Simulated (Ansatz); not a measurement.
The geometry is COD entry 9017523, unchecked; take it as a test cell. The listed cell was then made from it by scaling, straining or moving an atom.

In: DFT, LDA, all-electron LAPW, scalar-relativistic (Ansatz 0.2.0). What sets it apart from a plain run of this crystal: equal xx and yy strain of -2 %.

Command: `ansatz run input.yaml --threads 1 --pin off --max-ram 3072MiB --backend cpu --events-out ev --progress --plain --runs-dir out` The run took 18 s on 1 thread of Arm Neoverse V2, with other jobs on the host, peak memory 0.37 GiB.

```yaml
crystal:
  lattice:
    - [-1.593627, 1.593627, 2.47395]
    - [1.593627, -1.593627, 2.47395]
    - [1.593627, 1.593627, -2.47395]
  atoms:
    - { symbol: In, position: [0.0, 0.0, 0.0] }
kpoints:
  mp_grid: { grid: [14, 14, 14] }
  band_path:
    path:
      - [0.0, 0.0, 0.0]
      - [0.0, 0.0, 0.5]
      - [0.25, 0.25, 0.25]
      - [0.0, 0.5, 0.0]
      - [0.0, 0.0, 0.0]
      - [0.5, 0.5, -0.5]
      - [0.3537364856, 0.6462635144, -0.3537364856]
      - [-0.3537364856, 0.3537364856, 0.3537364856]
      - [0.0, 0.0, 0.0]
    npoints: 5
scf:
  occupations: { method: fermi_dirac, width: 0.05 }
hamiltonian:
  xc: lda
  pseudopotentials: { kind: all_electron, lapw: { basis_error: 0.0005 } }
output:
  forces: true
  stress: true
  eigenvalues: true
```

Output (standing set-up lines are left out):

```
LAPW: plane waves up to 7.309 Å⁻¹, error target 5.0e-4 eV per atom; small_component_spin mean_spin; In in spheres of 1.594 Å, 21 of its electrons in bands, Dirac shells []
Crystal: 1 atoms, lattice volume = 25.132 Å³
Basis set: ecut = 203.52978776834183 eV, 169 PW (Γ), FFT grids on a1+a3, a2+a3, a3, exchange–correlation at level 2
Space group: I4/mmm (ITA 139), of the structure as read, at distance tolerance 2.9e-5 Å
iter 1 solved again at ethr=3.55e-5 eV; its pass at ethr=1.00e-1 eV (dr2=7.46e-3 eV) is discarded
SCF iter   1: F=—  HF=-159905.496051 eV  |F-HF|=—  |Δ(HF+E_count)|=         —  Δρ=6.54e-3  dr2=7.52e-3  ethr=3.55e-5  ⟨swp⟩=3.6  Hψ=26488  notcnv=0
preconditioner: auto → Kerker (q_TF=auto, 2.648 Å⁻¹)  [metal: Δε(μ)=0.018 eV  Ē_g=19.530 eV  σ=0.050 eV  W_gap=0.09  n_scr=10 (ndim 8)  ℏωp=26.7 eV  f_vac=0.000  D(μ)=0.33/eV (n_scr^D=0)]
SCF iter   2: F=—  HF=-159905.461701 eV  |F-HF|=—  |Δ(HF+E_count)|=   3.43e-2  Δρ=3.53e-3  dr2=2.66e-3  ethr=3.55e-5  ⟨swp⟩=2.0  Hψ=10724  notcnv=0
SCF iter   3: F=—  HF=-159905.458816 eV  |F-HF|=—  |Δ(HF+E_count)|=   2.88e-3  Δρ=2.37e-3  dr2=1.35e-3  ethr=1.27e-5  ⟨swp⟩=2.0  Hψ=10395  notcnv=0
SCF iter   4: F=—  HF=-159905.458333 eV  |F-HF|=—  |Δ(HF+E_count)|=   4.83e-4  Δρ=1.00e-3  dr2=2.94e-4  ethr=6.43e-6  ⟨swp⟩=2.0  Hψ=10400  notcnv=0
iter 5 solved again at ethr=6.35e-8 eV; its pass at ethr=1.40e-6 eV (dr2=1.33e-5 eV) is discarded
SCF iter   5: F=—  HF=-159905.458387 eV  |F-HF|=—  |Δ(HF+E_count)|=   5.40e-5  Δρ=2.03e-4  dr2=1.33e-5  ethr=6.35e-8  ⟨swp⟩=2.0  Hψ=17618  notcnv=0
SCF iter   6: F=—  HF=-159905.458388 eV  |F-HF|=—  |Δ(HF+E_count)|=   9.68e-7  Δρ=5.68e-5  dr2=8.80e-7  ethr=6.35e-8  ⟨swp⟩=2.0  Hψ=10395  notcnv=0
SCF iter   7: F=-159905.458388 eV  HF=-159905.458388 eV  |F-HF|=3.90e-9  |Δ(HF+E_count)|=   2.71e-8  Δρ=1.42e-5  dr2=7.34e-8  ethr=4.19e-9  ⟨swp⟩=2.0  Hψ=10395  notcnv=0
SCF 1 converged in 7 iterations: F = -159905.458388 eV  dr2 = 7.34e-8
NSCF: frozen V_eff on 41 k-points
SCF converged after 7 iterations
Free energy (F): -159905.458388 eV
Harris-Foulkes:  -159905.458388 eV  (|F-HF|=3.90e-9)
Internal energy: -159905.455548 eV  (E = F + TS)
E sigma→0 (E₀):  -159905.456968 eV
Entropy (-TS):   -0.002840 eV (-2.840 meV/atom)
Fermi energy:    13.895436 eV
--- Per-component energies (eV) ---
  E_band       = -537.035536
  E_kinetic    = 167794.296502
  E_xc         = -4210.604475
  E_electrostatic = -323489.147575  (all electrons and nuclei)
  E_smearing   = -0.002840  (= −TS)
  E_closure    = 0.000000  (closes the sum)
  E_atoms      = -159902.245388  (free atoms, spherical and without spin; not in F)
  Σ components = -159905.458388   (vs F -159905.458388, Δ=0.00e0)
  Basis errors (estimates in eV, not in F): energy 1.1e-4 per atom: plane waves 1.1e-4 (5.7e-5 summed), levels above the bands 5.9e-117, relativity 1.1e-9, radial functions 2.5e-6, core shells 2.2e-9; eigenvalues (radial functions only) 1.9e-5; not estimated: angular momenta, meshes, grids; target (lapw.basis_error) 5.0e-4; muffin-tin radii In 1.594 Å
--- Forces (eV/Å), atoms counted from 1 ---
  atom   1  In    -0.00000000     0.00000000    -0.00000000
  max |Σ_I F_I| component: 1.79e-31 eV/Å
--- Stress (GPa, compression-positive) ---
       -0.987643      -0.000000      -0.000000
       -0.000000      -0.987643       0.000000
       -0.000000       0.000000      -1.126336
  P = ⅓ Tr σ = -1.0339 GPa (-10.339 kbar)
--- Band table (eV; the first three rows and the last of 244) ---
  k-point 0: bands = ["-101.1964", "-59.7920", "-59.7800", "-59.7800", "-0.7952", "-0.6412", "-0.6412", "-0.5776", "-0.4279", "4.0241", "24.6640", "24.6640", "24.8711", "25.6881", "28.2663"]
  k-point 1: bands = ["-101.1963", "-59.7921", "-59.7805", "-59.7804", "-0.7690", "-0.6551", "-0.6276", "-0.5699", "-0.4395", "4.1872", "23.6926", "23.9128", "24.0933", "25.0262", "29.0441"]
  k-point 2: bands = ["-101.1962", "-59.7925", "-59.7820", "-59.7813", "-0.6942", "-0.6940", "-0.5888", "-0.5587", "-0.4657", "4.6806", "22.0459", "22.3164", "22.9247", "23.9785", "27.5626"]
  k-point 243: bands = ["-101.1958", "-59.7997", "-59.7826", "-59.7826", "-0.9824", "-0.8390", "-0.3225", "-0.2949", "-0.2949", "10.6758", "10.9651", "18.8691", "18.8691", "22.5604", "22.6210"]
```
